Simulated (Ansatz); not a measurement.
**A series in space group Fm-3m**

All 4 crystals share space group Fm-3m (No. 225) and the same kinds of sites, 1 atom in the primitive cell. They are database entries and needn't be the stable phases. The set is a selection: crystals with unstable modes on a coarse mesh or in a metal were left out. Cells are relaxed by PAW under the functional.

Quantity: harmonic phonons by finite displacements (negative means unstable), on a 4×4×4 q mesh. Level: PBEsol, all-electron LAPW in Ansatz 0.2.0, scalar-relativistic.

```csv
crystal,cell (conventional),k mesh,smearing (eV),highest mode (cm⁻¹),lowest at L (cm⁻¹),lowest at X (cm⁻¹),lowest at W (cm⁻¹),Grüneisen γ (heat-capacity mean at 300 K)
Al,a = 4.015 Å,20×20×20,0.05,330,142,199,222,2.04
Ba,a = 6.163 Å,12×12×12,0.05,84.9,39.2,55.6,49.2,0.51
Ca,a = 5.455 Å,16×16×16,0.05,?,?,?,?,?
K,a = 6.576 Å,16×16×16,0.05,81.2,32.0,56.0,51.7,1.14
```

Question: What did the calculation give for Ca?

Answer: highest mode = 171 cm⁻¹, lowest at L = 78.3 cm⁻¹, lowest at X = 131 cm⁻¹, lowest at W = 110 cm⁻¹, Grüneisen γ (heat-capacity mean at 300 K) = 1.08.

Keep in mind: responses of metals move with mesh and smearing.
